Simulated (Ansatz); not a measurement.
An Ansatz (a quantum-chemistry and plane-wave program) run. Input:

Ansatz 0.2 input:
```yaml
crystal:
  lattice:
    - [-0.6035571833, -5.8135476693, 0.0]
    - [-4.8658921245, 0.0, 0.0]
    - [-2.0677935467, -1.4228742002, -7.5917106216]
  atoms:
    - { symbol: Cu, position: [0.1909999066, 0.623156981, 0.0055508895] }
    - { symbol: Cu, position: [0.8090000934, 0.376843019, 0.9944491105] }
    - { symbol: As, position: [0.200740134, 0.4234186374, 0.6851401914] }
    - { symbol: As, position: [0.799259866, 0.5765813626, 0.3148598086] }
    - { symbol: Pb, position: [0.7082175698, 0.9355796691, 0.679770347] }
    - { symbol: Pb, position: [0.2917824302, 0.0644203309, 0.320229653] }
    - { symbol: O, position: [0.9664907897, 0.2355437517, 0.8085718781] }
    - { symbol: O, position: [0.0335092103, 0.7644562483, 0.1914281219] }
    - { symbol: O, position: [0.6271652978, 0.7749191971, 0.4397648129] }
    - { symbol: O, position: [0.3728347022, 0.2250808029, 0.5602351871] }
    - { symbol: O, position: [0.6327308462, 0.5088134053, 0.1788217558] }
    - { symbol: O, position: [0.3672691538, 0.4911865947, 0.8211782442] }
    - { symbol: O, position: [0.9058883486, 0.2701321728, 0.4368612378] }
    - { symbol: O, position: [0.0941116514, 0.7298678272, 0.5631387622] }
kpoints:
  mp_grid: { grid: [5, 6, 4] }
hamiltonian:
  xc: r2scan
  pseudopotentials: { kind: paw }
scf:
  occupations: { method: fixed }
checkpoint: { read: static.run }
output: { write_density: true, elf: true, volumetric_format: npy }
basis: { fft_grid_basis: typed }
```

Output (shortened):

```
Pseudopotential: Cu, paw, valence charge 19
Pseudopotential: As, paw, valence charge 15
Pseudopotential: Pb, paw, valence charge 14
Pseudopotential: O, paw, valence charge 6
Functional definition: r2SCAN
Crystal: 14 atoms, lattice volume = 214.755 Å³
Basis set: ecut = 500 eV, 5459 PW (Γ), exchange–correlation on 180×144×240 points (64 copies of the dense FFT grid, shifted against one another)
Bands: 87, of which v1, the nominal top of the filled ones, is band 72 counted from 1 (71 counted from 0)
Symmetry: 2 space group operations
Space group: P-1 (ITA 2), of the structure as read, at distance tolerance 6.0e-5 Å
k-points: 62 of 120
Stability of the state it starts from, as read at its close in the unpolarized treatment …
iter 1 solved again at ethr=1.16e-7 eV; its pass at ethr=3.10e-3 eV (dr2=1.67e-4 eV) is discarded
SCF iter   1: F=—  HF=-51378.453669 eV  |F-HF|=—  |Δ(HF+E_count)|=         —  Δρ=1.55e-6  dr2=4.90e-9  dr2_τ=3.42e-10  ethr=1.16e-7  ⟨swp⟩=3.4  Hψ=31426  notcnv=0  defer=806
preconditioner: auto → Resta (q_TF=auto, 2.552 Å⁻¹)
SCF iter   2: F=—  HF=-51378.453640 eV  |F-HF|=—  |Δ(HF+E_count)|=   2.90e-5  Δρ=1.73e-6  dr2=4.42e-9  dr2_τ=5.76e-10  ethr=3.40e-12  ⟨swp⟩=12.3  Hψ=29925  notcnv=0
SCF iter   3: F=-51378.453640 eV  HF=-51378.453640 eV  |F-HF|=5.09e-10  |Δ(HF+E_count)|=  9.17e-10  Δρ=5.79e-7  dr2=6.53e-10  dr2_τ=8.11e-11  ethr=3.07e-12  ⟨swp⟩=1.0  Hψ=14354  notcnv=0
SCF 1 converged in 3 iterations: F = -51378.453640 eV  dr2 = 6.53e-10
SCF converged after 3 iterations
Free energy (F): -51378.453640 eV
Harris-Foulkes:  -51378.453640 eV  (|F-HF|=5.09e-10)
Internal energy: -51378.453640 eV  (E = F + TS)
E sigma→0 (E₀):  -51378.453640 eV
Fermi energy:    7.477368 eV
--- Per-component energies (eV) ---
  E_band       = -1934.042692
  E_kinetic    = 2785.604838
  E_local      = -21423.026945  (includes V_loc(G=0)·N_el)
  E_nonlocal   = 563.205323
  E_hartree    = 9571.088783
  E_xc         = -1311.757111
  E_vxc        = -1544.156010  (∫ρ·V_xc dr)
  E_paw        = -29220.898194  (= ΣΔE_a)
  E_vpaw       = -1560.891578  (= ΣTr[D̂ρ^β])
  E_aug_tail   = 0.008472  (compensation charges beyond the density's cutoff)
  E_vtau       = 103.036670  (kinetic-family band-sum trace: ∫τ·v_τ [+ j·A + Jᵃ·Aᵃ] dr)
  E_ewald      = -12340.837251
  E_core_change = -1.841554  (= ΣΔE_core)
  E_smearing   =  0.000000  (= −TS)
  E_closure    = 0.000000  (closes the sum)
  Σ components = -51378.453640   (vs F -51378.453640, Δ=0.00e0)
  [band-id]    e_kinetic+e_local+e_nonlocal+2·e_hartree+e_vxc+e_vpaw+e_augmentation_tail+e_vtau = -1934.041665   (vs E_band -1934.042692, Δ=1.03e-3)
--- Band table (eV; the first three rows and the last of 62) ---
  k-point 0: bands = ["-107.4157", "-107.4145", "-63.4020", "-63.4006", "-63.2449", "-63.2296", "-63.1683", "-63.1676", "-30.6092", "-30.6092", "-30.6038", "-30.6031", "-30.5963", "-30.5959", "-30.4866", "-30.4865", "-30.4827", "-30.4827", "-14.7618", …
  k-point 1: bands = ["-107.4157", "-107.4145", "-63.4020", "-63.4006", "-63.2449", "-63.2296", "-63.1683", "-63.1676", "-30.6092", "-30.6092", "-30.6039", "-30.6031", "-30.5963", "-30.5959", "-30.4867", "-30.4865", "-30.4827", "-30.4827", "-14.7389", …
  k-point 2: bands = ["-107.4157", "-107.4145", "-63.4020", "-63.4006", "-63.2449", "-63.2296", "-63.1683", "-63.1676", "-30.6092", "-30.6092", "-30.6039", "-30.6031", "-30.5963", "-30.5959", "-30.4867", "-30.4865", "-30.4827", "-30.4827", "-14.7101", …
  k-point 61: bands = ["-107.4157", "-107.4145", "-63.4020", "-63.4006", "-63.2449", "-63.2296", "-63.1682", "-63.1676", "-30.6093", "-30.6091", "-30.6036", "-30.6033", "-30.5963", "-30.5959", "-30.4866", "-30.4866", "-30.4827", "-30.4827", "-14.5800", …
```

Cost: very roughly 70 core-seconds on shared cores.

The first step of the workflow began from a Materials Project structure, measured or hypothetical; the Crystallography Open Database copy checked does not list it. Entries of such low symmetry are often ordered models of mixed-site phases. Whether it is the stable phase at ambient conditions was not checked. The r²SCAN relaxation kept the symmetry of its start; its stability against distortions is not shown here. The run is not spin-polarised. No Hubbard U is applied. Spin–orbit coupling is left out wherever it is not named.

Potentials: the later of the program's two PAW sets.

Ansatz is a plane-wave DFT program.
